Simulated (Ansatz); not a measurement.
## Coordination and 7Li quadrupole coupling in Li4H6Ru

Cell: a computed structure from the Materials Project (it need not be an observed phase), taken as it stands.

Space group R-3c:H (No. 167); a = 8.0898, c = 9.8599 Å, γ = 120.00°.

```csv
site,Wyckoff,site symmetry,x,y,z
Li1,6a,32,0.0000,0.0000,0.2500
Li3,18e,.2,0.0514,0.7181,0.5833
H,36f,1,0.1484,0.1888,0.3994
Ru,6b,-3.,0.0000,0.0000,0.5000
```

One atom of each set is listed; the run and its k-mesh use a cell of 22 atoms with edges of 5.71, 5.71, 5.71 Å.

All values are calculated (Ansatz; DFT, PBE, plane waves and PAW, scalar-relativistic, 420 eV cutoff, Γ-centred 6×6×6 k-points, Fermi–Dirac smearing 0.05 eV), not measured.

Q(7Li) = -40.10 mb.

**Question.** Rank these Li sites by |C_Q|, smallest first.
A. Li3: 8 H at 2.10–2.30 Å
B. Li1: 6 H at 2.03 Å

**Answer.** A (0.275 MHz, η = 0.22), B (0.341 MHz, η = 0.00).

An axis of threefold or higher order runs through Li1, so V_zz lies along it and η is zero. Like point charges on the first shell alone (each adding as 1/d³) would give the same order.

With these PAW files V_zz is typically within 2 to 3 % of all-electron values, but misses above 10 % occur on Li.
